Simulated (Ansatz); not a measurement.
## Mg (I4/mmm), tetragonal deformation path

Theory: DFT LDA, scalar-relativistic, plane waves, PAW (Ansatz 0.2.0). Cutoff 420 eV, Γ-centred 22×22×22 k-points, Gaussian smearing of 0.15 eV. No spin polarisation. Energies are free energies at this smearing, counted from the undisturbed cell; pressure is positive in compression.

Reference structure (as given, not relaxed at this level; it stands at -1.6 GPa; this form isn't the usual structure):

```
Mg
1.0
    -1.83599    1.83599    1.67940
     1.83599   -1.83599    1.67940
     1.83599    1.83599   -1.67940
Mg
1
Direct
  0.00000 0.00000 0.00000
```

At fixed volume and fractional coordinates, lengths along (0.000, 0.000, 1.000) are scaled against those across it; ρ is that ratio over its starting value. The cell is metallic on the mesh throughout. At ρ = 1.093 the cell becomes cubic (Im-3m), and there the slope of the energy vanishes by symmetry.

```tsv
ρ	ΔE (meV/atom)
0.850	26.5
0.920	5.5
1.000	0.0
1.100	1.0
1.200	-2.2
```

Question: Predict the pressure (GPa) at each point.

Answer:
```csv
ρ,pressure (GPa)
0.850,-0.5
0.920,-1.2
1.000,-1.6
1.100,-1.7
1.200,-1.6
```